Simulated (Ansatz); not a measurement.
## BeZn2Te3: rattling a relaxed structure

It was reached by relaxing an invented guess, and it needn't be the stable form of this composition.

The calculation used Ansatz, DFT PBE, scalar-relativistic, plane waves, PAW. Cutoff 420 eV; k points 4×4×4 on the computed 12-atom cell (Γ-centred); Gaussian smearing, width 0.02 eV; no spin polarisation.

The cell below (12 atoms, space group Cmc2_1 (No. 36)) is relaxed within its symmetry.

```xyz
12
Lattice="6.3470 -3.6671 0.0000 6.3470 3.6671 0.0000 0.0000 0.0000 6.9633" Properties=species:S:1:pos:R:3 pbc="T T T"
Be    6.3470   -2.4960    0.0109
Be    6.3470    2.4960    3.4925
Zn    4.2748    1.2409    6.9546
Zn    8.4193    1.2409    6.9546
Zn    4.2748   -1.2409    3.4730
Zn    8.4193   -1.2409    3.4730
Te    6.3470    2.5890    1.0067
Te    4.3560   -1.3016    0.8055
Te    8.3381   -1.3016    0.8055
Te    6.3470   -2.5890    4.4884
Te    4.3560    1.3016    4.2871
Te    8.3381    1.3016    4.2871
```

For the test it was strained at random (σ = 1.5 % a component), the atoms were moved at random (σ = 0.10 Å), and all was relaxed again on a coarse 2×2×2 mesh (in the run’s order of axes) with 0.10 eV smearing, with no symmetry imposed.

These runs have no spin–orbit coupling, which can matter for Te.

Question: What happens?

Answer: It returns, within 1 meV/atom of the unmoved cell on that mesh and with the same symmetry when read at 0.1 Å. So it is stable against the distortions that fit this cell and that this random move excites. Modes that don't fit the cell aren't tested.
